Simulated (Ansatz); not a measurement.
## Notes on YbCr2Si2

```xyz
5
Lattice="1.9712 3.4142 0.0000 -1.9712 3.4142 0.0000 0.0000 0.0000 6.8447" Properties=species:S:1:pos:R:3 pbc="T T T"
Yb    0.0000    0.0000    0.0000
Si    0.0000    2.2761    1.7912
Si    0.0000    4.5522    5.0534
Cr    0.0000    2.2761    4.3108
Cr    0.0000    4.5522    2.5339
```

Method: PBE, non-collinear spin; PAW, plane waves to 420 eV, 5×5×3 Γ-centred mesh, fermi-dirac occupations (width 0.1 eV) (Ansatz 0.2.0), atoms fixed.

Magnetic state (reached from a saved solution, and it need not be the lowest): Cr4 along (0.00, 0.00, -1.00), Cr5 along (0.00, 0.00, 1.00).

Q: Give the spin moments.

A: Cr4 2.42, Cr5 2.42 μB of spin moment in Bader basins; net size 0.00 μB a cell.

Q: Which atom feels the largest force, and which way?

A: The largest is on Cr4 (and as large on other atoms): 0.82 eV/Å, components (0.00, 0.00, -0.82). It makes 108° with the line to a nearest neighbour, Si3 at 2.39 Å.

Q: What is the formation energy?

A: 0.02 eV an atom against the elements' usual phases (free molecules for gases, crystals otherwise, with no correction for O₂ or N₂), too near zero to call. Relaxing would lower it.

Q: Is the cell too large or too small?

A: The pressure is 0.6 GPa (compression positive), so with the atoms held at these fractions the cell would first expand; the forces are large, so a full relaxation may end otherwise.

Q: Is there a gap?

A: It is a metal, with about 4.8 states/eV a cell as the mean within 0.25 eV of the Fermi level, mostly Cr d (45 %), Yb f (28 %) and Yb d (13 %).

Origin: a known structure type with other elements, at an estimated volume, so it need not be a known compound. Caveats: the k mesh is coarse if the cell is a metal; f shells without a U or exact exchange are poorly placed.
